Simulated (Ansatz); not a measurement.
Input:

GeRh2:
```xyz
12
Lattice="5.3821 0.0000 0.0000 0.0000 3.9718 0.0000 0.0000 0.0000 7.5200" Properties=species:S:1:pos:R:3 pbc="T T T"
Ge     1.5603     2.9788     4.5416
Ge     3.8218     0.9929     2.9785
Ge     1.1307     0.9929     0.7815
Ge     4.2513     2.9788     6.7385
Rh     5.2181     2.9788     1.5521
Rh     0.1639     0.9929     5.9679
Rh     2.8550     0.9929     5.3121
Rh     2.5271     2.9788     2.2079
Rh     4.5046     2.9788     4.2827
Rh     0.8775     0.9929     3.2374
Rh     3.5686     0.9929     0.5227
Rh     1.8135     2.9788     6.9974
```

This is the LDA-relaxed structure.

Task: All from DFT-LDA in the program Ansatz with PAW potentials, unless another level is named. Predict the electronic character.

Result: metallic (no gap).

Task: Next, the density of states at the Fermi level?

Result: 0.87 states/eV per atom (mean over ±0.08 eV).

Task: What about the formation energy from the elements (no fitted shifts)?

Result: -47 kJ/mol of atoms.

Space group Pnma. The workflow started from an entry of the Crystallography Open Database (COD). Whether it is the stable phase at ambient conditions was not checked. Symmetry was held in the LDA relaxation; its stability against distortions is not shown here. The run is not spin-polarised. The references are the lowest solids computed at this level, not always the standard phases. Scalar-relativistic: spin–orbit coupling is off unless named, which matters more the heavier the elements.

Potentials: the later of the program's two PAW sets.
